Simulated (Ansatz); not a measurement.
NbCuN2:
```
CELL_PARAMETERS angstrom
      1.56069     0.90106     5.76699
     -1.56069     0.90106     5.76699
      0.00000    -1.80213     5.76699
ATOMIC_POSITIONS crystal
  Nb 0.50000 0.50000 0.50000
  Cu 0.00000 0.00000 0.00000
  N  0.10531 0.10531 0.10531
  N  0.89469 0.89469 0.89469
```

Tensor components refer to the Cartesian frame of this cell.

Give the high-frequency dielectric tensor and the Born effective charge tensors of the independent atoms from DFPT, PBEsol (plane waves, PAW; program Ansatz).


ε∞:
```
22.0  0.00  0.00
0.00  22.0  0.00
0.00  0.00  17.3
```
Z* of atom 1 (Nb), rows: field, columns: displacement, in e:
```
9.54  0.00  0.00
0.00  9.54  0.00
0.00  0.00  5.16
```
Z* of atom 2 (Cu), rows: field, columns: displacement, in e:
```
 0.55   0.00   0.00
 0.00   0.55   0.00
 0.00   0.00  -0.37
```
Z* of atom 3 (N), rows: field, columns: displacement, in e:
```
-5.05   0.00   0.00
 0.00  -5.05   0.00
 0.00   0.00  -2.39
```

Space group R-3m. The start of the workflow was typed in or built on a structure type; neither database checked (COD, Materials Project) lists it. Whether it is the stable phase at ambient conditions was not checked. Symmetry was held in the PBEsol relaxation; whether a distortion lowers the energy is not shown. The workflow began spin-polarised and lost its moments. Spin–orbit coupling is left out wherever it is not named.

Potentials: the later of the program's two PAW sets.
